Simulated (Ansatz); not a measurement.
# Structures of Li$_{3}$B$_{2}$: which is lowest?

Plane-wave DFT in Ansatz with scalar-relativistic PAW potentials, cutoff 420 eV, Γ-centred meshes chosen by cell and gap, Gaussian smearing with energies taken to zero width. Every cell was relaxed (cell and atoms) in a run of its own, within the symmetry of its start. Functional: PBE.

Relaxed structures (starts from databases or built by putting these elements on another compound's sites):
A. R-3m, 5 atoms in the computed cell, a = 2.338 Å, c = 30.286 Å; sites (symmetry × multiplicity) Li -3m × 3 + 3m × 6, B 3m × 6; start: built
B. I4/mmm, 5 atoms in the computed cell, a = 2.205 Å, c = 18.869 Å; sites (symmetry × multiplicity) Li 4/mmm × 2 + 4mm × 4, B 4mm × 4; start: built

Question: Rank them by energy. Could pressure change the order?

Answer:
```tsv
structure	group	E − E(lowest) (meV/atom)	V (Å³/atom)	gap on mesh (eV)
B	I4/mmm	0.0	9.18	0.00
A	R-3m	269	9.56	0.00
```

B is lowest, 269 meV/atom under A. The lowest is also the densest of these, so pressure wouldn't bring one of the others in at first order. Other structures may lie lower than all of these, and vibrations aren't counted.